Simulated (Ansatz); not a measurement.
# Mn2F: forces and stress of a distorted cell

System: Mn2F placed on the sites of the fluorite structure (a generated, not necessarily known, phase), then sheared and rattled, one atom being moved towards a neighbour.

PBE, full-potential LAPW in Ansatz, scalar-relativistic, point nucleus. 3×3×3 Γ-centred k-points (coarse, not zone-converged), Fermi–Dirac occupations at kT = 0.15 eV. In metals such a mesh can move stress, forces and moments by their own size. No spin polarisation. With Mn in the cell, a run with spin could end lower.

```xyz
3
Lattice="-2.6013 -0.0021 2.6460 -0.0408 2.5887 2.6032 -2.6286 2.6588 -0.0294" Properties=species:S:1:pos:R:3 pbc="T T T"
F    -3.0958    2.3990    1.3837
Mn   -4.0365    4.0473    3.0805
Mn   -6.6549    6.6688    5.7449
```

Question: What forces and pressure does this calculation give?

Answer: 
Forces in eV/Å:
```
F1    4.052  4.326  4.084
Mn2  -4.967 -5.079 -5.102
Mn3   0.914  0.753  1.018
```

Stress tensor (GPa, compression positive):
```
16.21 19.81 19.48
19.81 19.28 20.10
19.48 20.10 16.84
```

```yaml
All-electron_free_energy_E_−_TS_its_zero_hangs_on_the_relativistic_scheme_and_nucleus: -65769.022 eV
Pressure: 17.44 GPa
Largest_force: 8.747 eV/Å
```

Question: Switch to PBE (spin-polarised), all else held. Collinear spin, started from moments of 0, 5, -5 μB in the order of the atoms; one start, so the state needn't be the lowest.

Answer: Relative to PBE without spin, the pressure increases by 22.57 GPa to 40.01 GPa, and the forces move by 1.311 eV/Å (r.m.s. over the atoms). The free energy drops by 562.0 meV an atom. The total moment is -0.12 μB and the absolute moment is 6.82 μB.

Forces (eV/Å): F1 (5.097, 5.239, 5.249); Mn2 (-5.379, -5.567, -5.365); Mn3 (0.282, 0.328, 0.116).
